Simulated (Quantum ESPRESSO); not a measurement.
## Al2O3: magnetic shieldings

```
CELL_PARAMETERS angstrom
      2.40251     1.38709     4.37208
     -2.40251     1.38709     4.37208
      0.00000    -2.77419     4.37208
ATOMIC_POSITIONS crystal
  Al 0.14790 0.14790 0.14790
  Al 0.85210 0.85210 0.85210
  Al 0.35210 0.35210 0.35210
  Al 0.64790 0.64790 0.64790
  O  0.94386 0.55614 0.25000
  O  0.05614 0.44386 0.75000
  O  0.25000 0.94386 0.55614
  O  0.75000 0.05614 0.44386
  O  0.55614 0.25000 0.94386
  O  0.44386 0.75000 0.05614
```
The cell comes from the Materials Project (a computed structure). It is Al2O3 in R-3c. Stability against distortions was not tested.

Computed: shieldings by PBE GIPAW on JTH datasets (Quantum ESPRESSO, modified build), 22.5 Ha, k-mesh 4×4×4 shifted, f-sum rule met within 0.012 %.

```tsv
site	site symmetry	σ_iso (ppm)
Al (atoms 1, 2, 3, 4)	3	534
O (atoms 5, 6, 7, 8, 9, 10)	2	161
```

These are absolute shieldings with no macroscopic susceptibility term; δ = σ_ref − σ needs a reference computed alike. By our sweeps, such settings leave a few ppm in absolute σ. The datasets of Al hold no d projectors, which limits absolute σ on these atoms.
